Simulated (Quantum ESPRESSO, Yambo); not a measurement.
# Levels of theory for the gap of SrO

SrO (rock salt, space group Fm-3m, No. 225): one geometry, one set of PBEsol (pw.x of Quantum ESPRESSO, ONCV potentials, without SOC) orbitals, self-energies from Yambo (6×6×6 Γ-centred k mesh, 77 bands and a 10 Ry block in the screening, 77 bands in G with the Bruneval-Gonze terminator, plasmon pole fitted at 27.2 eV).

Cell and atoms were relaxed with PBEsol from Materials Project entry mp-2472, within its symmetry.

```tsv
level	gap Γ → X (eV)	direct gap at X (eV)	rough Yambo cost
PBEsol (Quantum ESPRESSO)	3.20	3.27	–
exchange only (Hartree-Fock self-energy on PBEsol orbitals)	13.28	13.36	about 1/20 (6 states)
static COHSEX@PBEsol	6.43	6.47	within a factor of two (3 states)
G0W0@PBEsol, plasmon pole	5.12	5.21	1 (6 states)
```

Bare exchange has no screening and gives the widest gap; static COHSEX screens it but leaves out the frequency dependence, which G0W0 restores.

Costs are rough ratios of core time on shared machines.

Nearest settings tried, and what they do to the gap: 8 Ry block (89 vectors against 137): -71 meV. Not varied: bands in G, bands in W, mesh. So the settings aren't converged at that level.
